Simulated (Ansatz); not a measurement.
Given:

LiNbO$_{3}$ (LiNbO3 type, space group R3c)

```
LiNbO3
1.0
    2.59491     1.49817     4.67185
   -2.59491     1.49817     4.67185
    0.00000    -2.99635     4.67185
Li Nb O
2 2 6
Cartesian
  0.00000   0.00000   9.84776
  0.00000   0.00000   2.83998
  0.00000   0.00000  13.78925
  0.00000   0.00000   6.78148
 -0.64213   1.45859   8.23753
  1.58424  -0.17319   8.23753
 -0.94211  -1.28540   8.23753
  1.01067   1.32498   5.90160
  0.64213  -1.53775   5.90160
 -1.65280   0.21278   5.90160
```

The atoms are displaced by Q × the pattern below (from a DFPT mode at Γ, largest move 1; Q in Å), at fixed cell. It is one choice among 2 degenerate patterns.

```tsv
atom	x	y	z
Li1	-0.582	-0.813	0.000
Li2	0.582	-0.813	0.000
Nb3	0.093	0.010	0.000
Nb4	-0.093	0.010	0.000
O5	-0.142	-0.039	0.192
O6	0.126	0.080	0.057
O7	-0.111	0.253	-0.249
O8	-0.126	0.080	0.057
O9	0.142	-0.039	0.192
O10	0.111	0.253	-0.249
```

All values below come from PBE (plane waves to 420 eV, PAW, scalar-relativistic; Ansatz, a quantum-chemistry and plane-wave program). k mesh 8×8×8 (Γ-centred), Fermi-Dirac smearing 0.05 eV. Energies are smeared free energies. LiNbO3 is run without spin polarisation. LiNbO3 was relaxed with its symmetry unable to fall. ΔE is measured from the undisplaced structure.

The scan covers Q from -0.280 to 0.280 Å in 13 points.

Task: Is the energy the same for displacements of ±0.280 Å, and if not, which side lies higher?

Result: Not even: the negative side lies higher at ±0.280 Å.

Task: Which space group does the distorted structure have?

Result: Cc (No. 9), lowered from R3c.

Task: What is the energy change at Q = 0.280 Å?

Result: 332 meV/cell.

Task: What harmonic wavenumber does the curvature at Q = 0 give?

Result: 324 cm⁻¹.

(A displaced cell: forces are minus the slopes of the energy, force constants its curvatures, and phonons follow from these.)
